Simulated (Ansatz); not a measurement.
Structure: an ordered 6-atom cell of InGa2As3 on the zincblende lattice (Imm2), at its r2SCAN minimum. The symmetry is Imm2 (No. 44, orthorhombic); a = 4.101 Å, b = 12.323 Å, c = 5.828 Å in the conventional setting, 24.54 Å³ an atom. Around Ga lie 4 As at 2.45–2.48 Å; around As lie 3 Ga at 2.46–2.48 Å and 1 In at 2.64 Å; around In lie 4 As at 2.61–2.64 Å; around As lie 2 Ga at 2.45 Å and 2 In at 2.61 Å.

```
Ga As In
1.0
    -2.05056    6.16167    2.91376
     2.05056   -6.16167    2.91376
     2.05056    6.16167   -2.91376
Ga As In
2 3 1
Direct
  0.66954 0.00051 0.66903
  0.33148 0.00051 0.33097
  0.43753 0.26264 0.17489
  0.08775 0.26264 0.82511
  0.72307 0.22307 0.50000
  0.00063 0.00063 0.00000
```

3 runs of the plane-wave code Ansatz on this cell differ in the functional (and in the settings that go with it). Levels are in eV from each run's valence top; v1 is the last filled band, c1 the first empty one.

Run A, mean stress 0.0 GPa (compression positive):

| point | v4 | v3 | v2 | v1 | c1 | c2 |
| --- | --- | --- | --- | --- | --- | --- |
| Γ | -1.71 | -0.10 | -0.08 | 0.00 | 0.51 | 2.16 |
| X | -2.19 | -1.79 | -0.74 | -0.31 | 1.64 | 2.00 |
| F₀ | -2.54 | -2.51 | -2.30 | -1.45 | 1.92 | 2.12 |

Run B, mean stress +0.3 GPa (compression positive):

| point | v4 | v3 | v2 | v1 | c1 | c2 |
| --- | --- | --- | --- | --- | --- | --- |
| Γ | -1.80 | -0.07 | -0.06 | 0.00 | 0.88 | 2.55 |
| X | -2.27 | -1.86 | -0.77 | -0.33 | 1.97 | 2.38 |
| F₀ | -2.65 | -2.62 | -2.40 | -1.50 | 2.25 | 2.45 |

Run C, mean stress +2.5 GPa (compression positive):

| point | v4 | v3 | v2 | v1 | c1 | c2 |
| --- | --- | --- | --- | --- | --- | --- |
| Γ | -1.65 | -0.10 | -0.07 | 0.00 | 0.05 | 1.85 |
| X | -2.13 | -1.76 | -0.71 | -0.30 | 1.36 | 1.71 |
| F₀ | -2.45 | -2.42 | -2.23 | -1.40 | 1.64 | 1.83 |

Problem. Match the runs to PBE, r2SCAN, HSE06.

Solution. A is r2SCAN, B is HSE06, C is PBE. In order of the gap: PBE 0.05, r2SCAN 0.51, HSE06 0.88 eV. The stress vanishes for r2SCAN, which relaxed the cell.

The cell comes from a prototype generator: it can be a known phase or a hypothetical one. Spin polarisation is off.

No spin-orbit coupling is included; it can move band edges with weight on the heavy atoms by tenths of an eV.

The stress of a hybrid is loosely converged in these runs.

Gaps or overlaps of about a tenth of an eV are at the limit of these meshes: between the points read a gap can be smaller or closed.
